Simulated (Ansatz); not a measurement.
Phonons of GaAs (zinc blende) at Γ, L = (0.5, 0.0, 0.0), X = (0.5, 0.5, 0.0).

GaAs (zinc blende)

```yaml
crystal:
  lattice:
    - [0.00000, 2.83278, 2.83278]
    - [2.83278, 0.00000, 2.83278]
    - [2.83278, 2.83278, 0.00000]
  atoms:
    - { symbol: As, position: [0.75000, 0.75000, 0.75000] }
    - { symbol: Ga, position: [0.00000, 0.00000, 0.00000] }
```

Computed with r2SCAN (plane waves to 500 eV, PAW, scalar-relativistic; Ansatz, a quantum-chemistry and plane-wave program). Harmonic phonons by density-functional perturbation theory on a 10×10×10 k mesh, in cm⁻¹; i marks imaginary ones, q is in fractions of the reciprocal vectors of the cell shown, and the three acoustic modes at Γ are left out. The non-analytic (LO-TO) term is not included, so polar modes at Γ have their transverse values. GaAs was relaxed with its symmetry unable to fall. The PAW data are Ansatz's earlier set.

```
q                             wavenumbers (cm⁻¹)
-------------------  ---------------------------
Γ                                       265 (×3)
L = (0.5, 0.0, 0.0)  64 (×2), 209, 235, 257 (×2)
X = (0.5, 0.5, 0.0)  82 (×2), 222, 237, 249 (×2)
```

The structure shows no imaginary mode at these points (lowest 64 cm⁻¹ at L = (0.5, 0.0, 0.0)); other wave vectors were not tested.

Highest mode: 265 cm⁻¹ at Γ.
